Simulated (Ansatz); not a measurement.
# EuSb, relaxed from a wurtzite start to space group P6_3/mmc (read at 0.02 Å)

Computed with Ansatz (plane waves, PAW, 420 eV cutoff): PBE+U (U_eff = 6 eV on Eu 4f), scalar-relativistic, collinear spin, Γ-centred 6×6×6 mesh, 0.05 eV Gaussian smearing; PAW files: Ansatz's generated set soft_2.

```yaml
crystal:
  lattice:
    - [5.69747, 0.00000, 0.00000]
    - [-2.84874, 4.93415, 0.00000]
    - [0.00000, 0.00000, 6.45459]
  atoms:
    - { symbol: Eu, position: [0.66667, 0.33333, 0.06260] }
    - { symbol: Eu, position: [0.33333, 0.66667, 0.56260] }
    - { symbol: Sb, position: [0.66667, 0.33333, 0.56260] }
    - { symbol: Sb, position: [0.33333, 0.66667, 0.06260] }
```

This is a trial structure: such lanthanide and actinide compounds mostly take the rock-salt structure.

Magnetic state: ferromagnetic, site spin moments Eu 6.91 μB.

The cell above was scaled in volume, and shape and atoms were relaxed at each volume within its symmetry. Energies are counted from the cell above.

The cell is relaxed to zero pressure at this level.

| V (Å³/atom) | ΔE (meV/atom) | P from the stress (GPa) |
| --- | --- | --- |
| 43.549 | 5.61 | 1.02 |
| 44.456 | 1.37 | 0.49 |
| 45.363 | 0.00 | 0.00 |
| 46.270 | 1.22 | -0.43 |
| 47.178 | 4.78 | -0.82 |
| 48.539 | 13.98 | -1.33 |

**Question.** Do the energies and the pressures agree? Compare −ΔE/ΔV between neighbouring points (1 meV/Å³ = 0.1602 GPa) with the mean of their pressures.

**Answer.** 
| interval (Å³/atom) | −ΔE/ΔV (GPa) | mean P (GPa) |
| --- | --- | --- |
| 43.55 to 44.46 | 0.7 | 0.8 |
| 44.46 to 45.36 | 0.2 | 0.2 |
| 45.36 to 46.27 | -0.2 | -0.2 |
| 46.27 to 47.18 | -0.6 | -0.6 |
| 47.18 to 48.54 | -1.1 | -1.1 |
They differ by 0.01 GPa at most.

**Question.** What do the two routes give for V0, B0 and B0′?

**Answer.** A third-order Birch–Murnaghan fit of the energies: V0 = 45.37 Å³/atom, B0 = 23 GPa, B0′ = 4.3. A polynomial of P in ln V, with B = −dP/d ln V at P = 0: V0 = 45.37 Å³/atom, B0 = 23 GPa, B0′ = 4.2.

B0·V0 = 22.8 GPa × 45.37 Å³ = 6.46 eV/atom sets the scale: near the minimum ΔE ≈ ½ B0 V0 x², with x = V/V0 − 1, and a pressure of 0.23 GPa squeezes the volume by about 1 %. At the ends of the curve: x = −4.0 % predicts 5.2 meV/atom and the run gives 5.6; x = +7.0 % predicts 15.7 meV/atom and the run gives 14.0. The curve is steeper than the parabola on the compressed side and flatter on the expanded side: the bulk modulus rises with pressure.

No spin–orbit coupling, a notable omission for heavy elements. The run wasn't fully tested for a lower electronic state. Site moments are of spin, integrated over atomic spheres. A U of this size is made for insulators; in a metal, as here, it tends to take f weight out of the bonding and to swell the cell.
